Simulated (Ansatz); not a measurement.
Relaxed-ion elastic tensor of Cu (diamond, space group No. 227) in GPa (Voigt order), the program Ansatz at the PBEsol level (PAW); density 5.90 g/cm³, 17.90 Å³ per atom.

```tsv
	1	2	3	4	5	6
1	49.7	76.9	76.9	0.0	0.0	0.0
2	76.9	49.7	76.9	0.0	0.0	0.0
3	76.9	76.9	49.7	0.0	0.0	0.0
4	0.0	0.0	0.0	-33.8	0.0	0.0
5	0.0	0.0	0.0	0.0	-33.8	0.0
6	0.0	0.0	0.0	0.0	0.0	-33.8
```

### Question
Is the crystal mechanically stable?

### Answer
No: the smallest eigenvalue of C is -33.8 GPa.

Space group Fd-3m (diamond). The start of the workflow was typed in or built on a structure type; neither database checked (COD, Materials Project) lists it. It is not the phase usual at ambient conditions (space group No. 225). Symmetry was held in the PBEsol relaxation. At this level the phase is mechanically unstable. The run is not spin-polarised. As this level gives no gap, shear constants depend on the k-mesh and smearing (Fermi–Dirac, 0.1 eV here).

Potentials: the later of the program's two PAW sets.
